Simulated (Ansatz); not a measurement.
WC2:
```
CELL_PARAMETERS angstrom
      3.25423     0.00000     0.00000
     -1.62711     2.81824     0.00000
      0.00000     0.00000     9.10512
ATOMIC_POSITIONS crystal
  W  0.33333 0.66667 0.25000
  W  0.66667 0.33333 0.75000
  C  0.33333 0.66667 0.84421
  C  0.66667 0.33333 0.34421
  C  0.66667 0.33333 0.15579
  C  0.33333 0.66667 0.65579
```

Relaxed with PBE+D3(BJ). Special points in fractions of this cell's reciprocal vectors: Γ (0.000, 0.000, 0.000); M (0.500, 0.000, 0.000); K (0.333, 0.333, 0.000); A (0.000, 0.000, 0.500); L (0.500, 0.000, 0.500); H (0.333, 0.333, 0.500).

### Question
List the band energies nearest the Fermi level at these points for PBE+D3(BJ) with spin–orbit coupling in the plane-wave PAW code Ansatz.

### Answer
In eV from the Fermi level; about four levels below and three above (degenerate sets whole), none deeper than 8.9 eV; points with the same levels are listed once.

| k | below | above |
|---|---|---|
| Γ | -1.39 -1.39 -1.26 -1.26 | 3.41 3.41 3.44 3.44 |
| M | -1.57 -1.57 -1.25 -1.25 | 0.54 0.54 1.52 1.52 |
| K | -0.75 -0.75 -0.31 -0.31 | 0.60 0.60 0.69 0.69 |
| A | -1.33 -1.33 -1.33 -1.33 | 3.40 3.40 3.40 3.40 |
| L | -1.13 -1.13 -1.13 -1.13 | 0.94 0.94 0.94 0.94 |
| H | -0.75 -0.75 -0.30 -0.30 | 0.43 0.43 0.47 0.47 |

Space group P6_3/mmc. The start of the workflow was typed in or built on a structure type; neither database checked (COD, Materials Project) lists it. Its standing as an ambient phase is unchecked. The PBE+D3(BJ) relaxation kept the symmetry of its start; whether a distortion lowers the energy is not shown. No spin polarisation was allowed. Its formation energy is positive at this level, so the cell may be metastable or incomplete.

Potentials: the earlier of the program's two PAW sets.
